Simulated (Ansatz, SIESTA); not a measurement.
Si: programs and potentials compared

```
Si
1.0
    -3.32544    3.32544    1.92239
     3.32544   -3.32544    1.92239
     3.32544    3.32544   -1.92239
Si
4
Direct
  0.82120 0.17880 0.00000
  0.17880 0.82120 0.00000
  0.82120 0.82120 0.64240
  0.17880 0.17880 0.35760
```

This isn't the form of Si at room conditions, which is diamond.

Alike in all runs: task band structure; functional PBEsol; k mesh 8 × 8 × 8; occupations fermi-dirac, width 0.05 eV; no spin polarisation; no spin-orbit coupling. Pressure is positive in compression and, in plane waves, holds the error of the finite cutoff, which Ansatz's Pulay term estimates and takes out. Gaps are the smaller of the mesh's and the band path's.

| program and potentials | plane-wave cutoff (eV) | notes | band gap (eV) | pressure (GPa) |
| --- | --- | --- | --- | --- |
| Ansatz, Ansatz PAW | 420 | potentials made for PBE, which Ansatz adapts in part; Pulay term of +0.03 GPa included | 0.16 | -0.33 |
| SIESTA, files PseudoDojo sr-pbesol-0.4.1-standard, DZP (energy shift 0.003 Ry) | - | atomic basis | 0.16 | 0.80 |
| Ansatz, all-electron LAPW, scalar-relativistic | - | - | ? | ? |

Problem. Estimate from the other rows what the run with Ansatz, all-electron LAPW, scalar-relativistic gave.

Solution. Band gap 0.16 eV; pressure -0.37 GPa. The other rows, which needn't bracket it: band gap 0.16; pressure -0.33 to 0.80.
